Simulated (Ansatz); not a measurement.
Values for one crystal, relaxed and computed with r²SCAN in the plane-wave PAW code Ansatz; other levels are named.

| Property | Result |
|---|---|
| Volume per atom | 12.39 Å³ |
| Electronic character | metallic (no gap) |
| Bulk modulus (Birch–Murnaghan fit) | 307 GPa |
| Young's modulus | 343 GPa |
| Pressure derivative B′ | 4.0 |
| Mechanical stability | stable (all eigenvalues of C positive) |
| Density of states at the Fermi level | 0.65 states/eV per atom (mean over ±0.08 eV) |

Q: Pick the material that matches.
A. SiB2W2, Cmmm (Si on 2a, W on 4j, B on 4i)
B. WC, Pm-3m (W on 3c, C on 3d)
C. Ti2AlC, P6_3/mmc (Ti on 4f, Al on 2d, C on 2a)
D. Si2W, MoSi2 or CaC2 type

A: B, WC, Pm-3m (W on 3c, C on 3d)

The start of the workflow was typed in or built on a structure type; neither database checked (COD, Materials Project) lists it. It is not the phase usual at ambient conditions (space group No. 187). The r²SCAN relaxation kept the symmetry of its start; its stability against distortions is not shown here. The run is not spin-polarised. Its formation energy is positive at this level, so the cell may be metastable or incomplete. Spin–orbit coupling is left out wherever it is not named.

Potentials: the earlier of the program's two PAW sets.
